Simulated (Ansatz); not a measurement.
One crystal and one scan (scan of one atom of the cell) at two levels, PBE (plane waves to 420 eV, PAW, scalar-relativistic; Ansatz, a first-principles code) and r2SCAN (plane waves to 500 eV, PAW, scalar-relativistic; Ansatz), each from its own relaxed cell and on its own mesh. The cell shown is that of PBE.

Starting cell, MoSi2 (MoSi2 type, space group I4/mmm):

```
MoSi2
1.0
   -1.60850     1.60850     3.93661
    1.60850    -1.60850     3.93661
    1.60850     1.60850    -3.93661
Mo Si
1 2
Direct
  0.00000   0.00000   0.00000
  0.33511   0.33511   0.00000
  0.66489   0.66489   0.00000
```

Scan: atom 1 (Mo, nearest neighbour Si at 2.619 Å; its periodic images, 3.2 Å or more away, move with it) is displaced along Cartesian z, direction (0.000, 0.000, 1.000) in Cartesian axes, by s. The other atoms stay.

E stands for the smeared free energy. MoSi2 is run without spin polarisation. MoSi2 was relaxed with its symmetry unable to fall. The PAW data are Ansatz's earlier set. With partly filled bands, energies and forces of such displacements shift with the k mesh and the smearing. Both scans cover s from -0.260 to 0.260 Å.

ΔE (meV/cell), each from the undisplaced structure of its own level:

```csv
s (Å),PBE,r2SCAN
-0.260,436,478
-0.208,275,302
-0.156,153,withheld
-0.104,68,74
-0.052,17,18
0.000,0,0
0.052,17,18
0.104,68,74
0.156,153,withheld
0.208,275,302
0.260,436,478
```

### Question
Estimate the r2SCAN value at 0.156 from the PBE value there and the ratio of the two levels in the two nearest given rows on that side of the minimum.

### Answer
At 0.208 and 0.104 the ratio r2SCAN/PBE averages 1.093, which gives 1.093 × 153 = 167 meV/cell. The calculation gives 168 meV/cell, +9.8 % against PBE.

(A displaced cell: forces are minus the slopes of the energy, force constants its curvatures, and phonons follow from these.)
